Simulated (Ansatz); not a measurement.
The cell of BC₅ is invented: random cell by space group and Wyckoff sites (Cmmm, No. 65). The dimensions are guesses.

```yaml
crystal:
  lattice:
    - [2.32073, -3.40051, 0.00000]
    - [2.32073, 3.40051, 0.00000]
    - [0.00000, 0.00000, 5.53068]
  atoms:
    - { symbol: B, position: [0.00000, 0.00000, 0.50000] }
    - { symbol: C, position: [0.50000, 0.50000, 0.00000] }
    - { symbol: C, position: [0.16405, 0.16405, 0.00000] }
    - { symbol: C, position: [0.83595, 0.83595, 0.00000] }
    - { symbol: C, position: [0.78415, 0.21585, 0.50000] }
    - { symbol: C, position: [0.21585, 0.78415, 0.50000] }
```

All numbers below come from Ansatz, DFT PBE, scalar-relativistic, plane waves, PAW. Cutoff 420 eV, Gaussian smearing, Γ-centred meshes. Cell and atoms relax first on a coarse mesh and then on a finer one. In between, the cell is made exact in the group found at 0.06 Å. In metals the finer mesh still leaves noise of several meV/atom or more. The steps can't lower the symmetry of their start. No spin polarisation in the relaxation; trial moments died out in a coarse test.

A guess keeps its type if space group and coordination stay and the shape of the cell changes little (axis ratios within about 15 %, angles within 6°); the volume may change.

Question: Does this structure survive the relaxation?

Answer: It doesn't keep its type. The symmetry stays Cmmm (No. 65). The volume per atom grows by 17.0 %, from 14.5 to 17.0 Å³. The shortest distance goes from 1.47 Å (B–C) to 1.25 Å (C–C). Counting neighbours within 15 % of an atom's shortest distance, the start has B 2, C 1/2 and the end B 2, C 1/2. In detail, at the end around B lie 2 C at 1.45 Å; around C on a site of symmetry mmm lie 2 C at 1.25 Å; C on a site of symmetry 2mm has 2 C at 1.25 Å; 1 more site not described.

Space group Cmmm (No. 65). a = 3.736 Å, b = 6.733 Å, c = 8.120 Å, α = 90.00°, β = 90.00°, γ = 90.00°
| atom | site | symmetry | x | y | z |
| --- | --- | --- | --- | --- | --- |
| B | 2d | mmm | 0.0000 | 0.0000 | 0.5000 |
| C | 2b | mmm | 0.5000 | 0.0000 | 0.0000 |
| C | 4g | 2mm | 0.1667 | 0.0000 | 0.0000 |
| C | 4j | m2m | 0.0000 | 0.2158 | 0.5000 |

The zero of energy is the elements' standard structures at the same level; no fitted shifts are applied.

Question: At what energy does it end?

Answer: +1.65 eV/atom. A positive value: parting into the elements would lower its energy.

The last run used a 12×12×6 mesh (in the run's order of axes) for its 6-atom cell and Gaussian smearing of 0.10 eV. No dispersion correction is applied, so the spacing and binding between layers, chains or molecules are poorly described. An odd number of electrons in the primitive cell allows no gap without spin; a larger cell or a magnetic state could open one. The reference form of C is held partly by dispersion forces, which this level lacks. A structure relaxed within its symmetry needn't be a true minimum. Another cell of BC5 relaxed alike, in Cmmm, lies 162 meV/atom lower, so this cell isn't the stable form at this level.

In counts of neighbours, a slash parts the counts of unlike sites.
